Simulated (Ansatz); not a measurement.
Values for one crystal, relaxed and computed with plane-wave PAW PBEsol (Ansatz code); other levels are named.

```yaml
volume_per_atom: 12.39 Å³
electronic_character: metallic (no gap)
Pressure derivative B′: 5.1
Bulk modulus (Birch–Murnaghan fit): 189 GPa
Density of states at the Fermi level: 2.4 states/eV per atom (mean over ±0.08 eV)
Formation energy from the elements (no fitted shifts): 0.076 eV/atom
```

Problem. Which of these materials gives this?
(A) Sn2Pt, cubic Laves (MgCu2 type)
(B) Co3Sn, P6_3/mmc (Co on 6h, Sn on 2c)
(C) Ta3Sn, Fm-3m (Sn on 4a, Ta on 4b, Ta on 8c)
(D) Co3Mo, Cu3Au type

Solution. B, Co3Sn, P6_3/mmc (Co on 6h, Sn on 2c)

The start of the workflow was typed in or built on a structure type; the Crystallography Open Database copy checked does not list it. Its standing as an ambient phase is unchecked. Symmetry was held in the PBEsol relaxation; whether a distortion lowers the energy is not shown. Magnetic state: ferromagnetic, chosen from 3 collinear starts compared on coarse meshes (ties went to the first, and starts can fall back to one state), not a proven ground state. The references are the lowest solids computed at this level, not always the standard phases. Scalar-relativistic: spin–orbit coupling is off unless named, which matters more the heavier the elements.

Potentials: the earlier of the program's two PAW sets. The files were generated under PBE; for other functionals the program regenerates the frozen cores, and for LDA and PBEsol the local potential too.
